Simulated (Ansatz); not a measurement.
# Zone-centre modes in Bi₂Se₃

Method: DFT PBE, scalar-relativistic, plane waves, PAW (Ansatz 0.2.0). The runs took a 420 eV cutoff, a Γ-centred 6×6×6 mesh and Gaussian smearing (0.05 eV). Spin–orbit coupling is left out, which can shift energies with elements as heavy as these. No spin polarisation.

The undisturbed cell (relaxed at this level):

```
Bi Se
1.0
     2.09366    1.20877   10.43403
    -2.09366    1.20877   10.43403
     0.00000   -2.41755   10.43403
Bi Se
2 3
Direct
  0.39559 0.39559 0.39559
  0.60441 0.60441 0.60441
  0.00000 0.00000 0.00000
  0.22103 0.22103 0.22103
  0.77897 0.77897 0.77897
```

The cell holds layers and no dispersion correction was added, so their binding is poorly described.

Harmonic modes by finite displacements of 0.02 Å, without the LO–TO term.

(1) At this geometry, is the structure stable against these modes?

(2) List the wavenumbers in cm⁻¹.

## Answers

(1) Yes: no mode is imaginary beyond 10 cm⁻¹, and only the three translations lie near zero.

(2) 0, 0, 0, 37, 37, 64, 74, 74, 126, 126, 129, 129, 146, 164, 175.

Cost: 1 run of about 3.5 core-minutes, on Oxide Virtual Turin-like Processor (Zen 5) (shared hosts).